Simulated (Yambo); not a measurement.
# Optical response of Hf

```xyz
2
Lattice="3.1924 0.0000 0.0000 -1.5962 2.7647 0.0000 0.0000 0.0000 5.0450" Properties=species:S:1:pos:R:3 pbc="T T T"
Hf     0.0000     1.8431     1.2613
Hf     1.5962     0.9216     3.7838
```

Yambo, RPA with local fields on LDA bands; 15×15×8 mesh, 63 bands, 4 Ry local-field block, 0.25 eV broadening; field along z.

| E (eV) | Im ε | Im ε, independent particles |
|---|---|---|
| 0.6 | 46.5 | 48.6 |
| 1.0 | 44.4 | 44.0 |
| 1.4 | 36.4 | 35.4 |
| 1.8 | 35.6 | 37.2 |
| 2.1 | 26.6 | 28.0 |
| 2.5 | 18.9 | 19.3 |
| 2.9 | 15.4 | 15.4 |
| 3.2 | 13.9 | 14.0 |
| 3.6 | 12.1 | 12.2 |
| 4.0 | 10.6 | 10.6 |
| 4.4 | 8.60 | 8.60 |
| 4.8 | 7.48 | 7.46 |
| 5.1 | 6.84 | 6.82 |
| 5.5 | 7.01 | 7.01 |
| 5.9 | 6.34 | 6.33 |
| 6.2 | 5.59 | 5.61 |
| 6.6 | 4.79 | 4.81 |
| 7.0 | 4.14 | 4.12 |
| 7.4 | 3.59 | 3.53 |
| 7.8 | 2.74 | 2.71 |
| 8.1 | 2.34 | 2.32 |
| 8.5 | 2.34 | 2.33 |
| 8.9 | 2.55 | 2.56 |
| 9.2 | 4.04 | 4.04 |
| 9.6 | 5.00 | 4.91 |
| 10.0 | 4.09 | 3.98 |
| 10.4 | 2.76 | 2.67 |
| 10.8 | 2.28 | 2.21 |
| 11.1 | 2.08 | 2.00 |
| 11.5 | 1.35 | 1.30 |
| 11.9 | 1.25 | 1.20 |
| 12.2 | 1.04 | 1.01 |
| 12.6 | 0.87 | 0.83 |
| 13.0 | 0.76 | 0.73 |
| 13.4 | 0.74 | 0.71 |
| 13.8 | 0.66 | 0.64 |
| 14.1 | 0.64 | 0.63 |
| 14.5 | 0.69 | 0.70 |
| 14.9 | 0.72 | 0.75 |
| 15.2 | 0.62 | 0.65 |
| 15.6 | 0.53 | 0.55 |
| 16.0 | 0.51 | 0.52 |
| 16.4 | 0.42 | 0.42 |
| 16.8 | 0.35 | 0.35 |
| 17.1 | 0.32 | 0.31 |
| 17.5 | 0.29 | 0.28 |
| 17.9 | 0.25 | 0.24 |
| 18.2 | 0.22 | 0.22 |
| 18.6 | 0.21 | 0.21 |
| 19.0 | 0.20 | 0.21 |
| 19.4 | 0.19 | 0.21 |
| 19.8 | 0.20 | 0.22 |

Only interband transitions are included: the Drude term is missing, so nothing below about 0.6 eV and no real part is shown. Structure narrower than a few tenths of an eV can come from the finite k mesh.

Spin-orbit coupling is left out; for elements this heavy it splits bands near the Fermi level.

Geometry of the Materials Project entry, not relaxed at this level.
